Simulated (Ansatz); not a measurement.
## What a change of settings does: Mo (bcc type)

First run: DFT, PBE, norm-conserving pseudopotentials, Ansatz's default files, scalar-relativistic (Ansatz 0.2.0).

Command: `ansatz run input.yaml --threads 1 --pin off --max-ram 2048MiB --backend cpu --events-out ev --progress --plain --runs-dir out` It took 3.9 s on 1 thread of Arm Neoverse V2, with other jobs on the host, peak memory 0.27 GiB.

```yaml
crystal:
  lattice:
    - [-1.3692248112, 1.3692248112, 1.3692248112]
    - [1.3692248112, -1.3692248112, 1.3692248112]
    - [1.3692248112, 1.3692248112, -1.3692248112]
  atoms:
    - { symbol: Mo, position: [0.0, 0.0, 0.0] }
kpoints:
  mp_grid: { grid: [17, 17, 17] }
scf:
  occupations: { method: fermi_dirac, width: 0.08 }
hamiltonian:
  xc: pbe
  pseudopotentials: { kind: nc }
output:
  forces: true
  stress: true
  eigenvalues: true
```

The base cell comes from a relaxation on PAW files under the same functional, and the cell shown is scaled from it.

This run: volume at 0.65 of the series' base cell.

It converges in 6 SCF iterations at a pressure of 264.7 GPa, cutoff 1088 eV.

The input is then changed:

```diff
   atoms:
-    - { symbol: Mo, position: [0.0, 0.0, 0.0] }
+    - { symbol: Mo, position: [0.0, 0.0, 0.0], spin: -2.0 }
 kpoints:
   eigenvalues: true
+magnetization:
+  spin_polarized: true
```

Q: Predict the outcome of the changed run.

A: It converges in 14 SCF iterations at a pressure of 264.7 GPa, cell moment 0.00 μB, cutoff 1088 eV. Results part of its log:
```
WARN: the starting moments were not kept: the SCF closed with an absolute magnetisation of 2.3e-7 μB, where they sum to 2 μB in size (1 site). That is at most 0.1 of that sum. Measured as dr2_m measures the in/out step, that magnetisation stands 4.3e-14 eV from none, at or under the dr2_threshold of 1.0e-7 eV: it is no larger than a step whose dr2_m would equal this threshold. The system may hold no moment; this SCF shows only that its start led to no more than that. To try another start: raise the starting moments (crystal.atoms[].spin, magnetization.per_species, magnetization.initial_magnetization, or on a non-collinear deck that types none of these the spinor_matrix: blocks that start its atoms; where the total moment is fixed, keep their sum and leave initial_magnetization as it is; typed ones take the place of any that the run laid by itself, positive ones on a crystal's lanthanoids without a Hubbard term where scf.initial_density.shell_occupations: [] is typed) or, if the notice of its spin-set hold's release reads "site moments contracting" or "site moments show no strong build", lengthen the hold (scf.mixing.spin_hold: { on: { confirm: 4 } }; for m-r²SCAN on two components see the key's manual first). Each may lead to a state that holds a moment. A second SCF, from the converged charge density, with the starting moments and any scf.initial_density.shell_occupations laid on it anew, would have followed, and was not run: the deck does not ask for one (magnetization.retry_lost_moments is false, the default). To let it run, set magnetization.retry_lost_moments: true and run the deck again, where that key's refused combinations let it; where memory then withholds it, that run's warning says so.
SCF 1 converged in 14 iterations: F = -1908.659382 eV  dr2 = 2.89e-15
SCF converged after 14 iterations
Magnetization: 0.0000 μB (7.0000 up, 7.0000 down)
Absolute magnetization: 0.0000 μB (∫|ρ↑−ρ↓|)
Spin contamination: 0.0000 ħ² per cell (⟨S²⟩ above its minimum at these occupations)
Per-site moments (μB) at R_I (Å): [(2.6588213675709183e-8, 0.9782713627427003)]
Free energy (F): -1908.659382 eV
Harris-Foulkes:  -1908.659382 eV  (|F-HF|=2.27e-13)
Internal energy: -1908.644485 eV  (E = F + TS)
E sigma→0 (E₀):  -1908.651934 eV
Entropy (-TS):   -0.014897 eV (-14.897 meV/atom)
Fermi energy:    34.186915 eV
[... lines left out ...]
--- Forces (eV/Å), atoms counted from 1 ---
  atom   1  Mo     0.00000000    -0.00000000     0.00000000
  max |Σ_I F_I| component: 1.97e-30 eV/Å
--- Stress (GPa, compression-positive) ---
      264.738018      -0.000000      -0.000000
        0.000000     264.738018       0.000000
       -0.000000       0.000000     264.738018
  P = ⅓ Tr σ = 264.7380 GPa (2647.380 kbar)
--- Band table (eV; the first three rows and the last of 330) ---
  k-point 0 ↑: bands = ["-28.1888", "0.5569", "0.5569", "0.5569", "26.2870", "31.4289", "31.4289", "31.4289", "36.2996", "36.2996", "48.7290", "48.7290"]
  k-point 1 ↑: bands = ["-28.1499", "0.3751", "0.5040", "0.5535", "26.5430", "31.2620", "31.4043", "31.6821", "36.0001", "36.2877", "48.9672", "49.1406"]
  k-point 2 ↑: bands = ["-28.0372", "-0.1325", "0.3549", "0.5437", "27.1970", "30.8133", "31.3305", "32.4276", "35.4446", "36.2753", "49.5919", "50.3218"]
  k-point 164 ↓: bands = ["-26.1069", "-2.5308", "-2.4950", "-2.4950", "24.3628", "24.4497", "40.4616", "40.4616", "40.7493", "47.0528", "47.8159", "47.8159"]
```
